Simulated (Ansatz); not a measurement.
SiGe (wurtzite, P6_3mc), DFT-r²SCAN in the program Ansatz with PAW potentials. The conduction-band minimum lies at M, with 3 equivalent valleys. Second derivatives d²E/dk² of the lowest band at one valley (eV·Å²), along Cartesian directions:

```
direction  d²E/dk²
---------  -------
[100]        69.99
[010]        6.336
[001]        6.650
[110]        38.18
[101]        38.34
[011]        6.490
```

**Question.** Find the principal effective masses, the density-of-states mass and the conductivity mass.

**Answer.** Off-diagonal terms follow from H_xy = H[110] − (H_xx + H_yy)/2, and m*/mₑ = 7.620 eV·Å² over each eigenvalue: 0.11, 1.1, 1.2. One valley's DOS mass (m₁m₂m₃)^(1/3) = 0.53, conductivity mass 3/(Σ 1/mᵢ) = 0.28 mₑ.

**Question.** What effective density of states Nc follows at 300 K for parabolic valleys?

**Answer.** Nc = 2.509e19 × 3 × (0.53)^(3/2) ≈ 2.9e19 cm⁻³.

The first step of the workflow began from a Materials Project structure, measured or hypothetical; the Crystallography Open Database copy checked does not list it. Whether it is the stable phase at ambient conditions was not checked. Symmetry was held in the r²SCAN relaxation; whether a distortion lowers the energy is not shown. Scalar-relativistic: spin–orbit coupling is off unless named, which matters more the heavier the elements.

Potentials: the later of the program's two PAW sets.

Edges and masses are those of Kohn–Sham bands, whose gap is no quasiparticle gap.
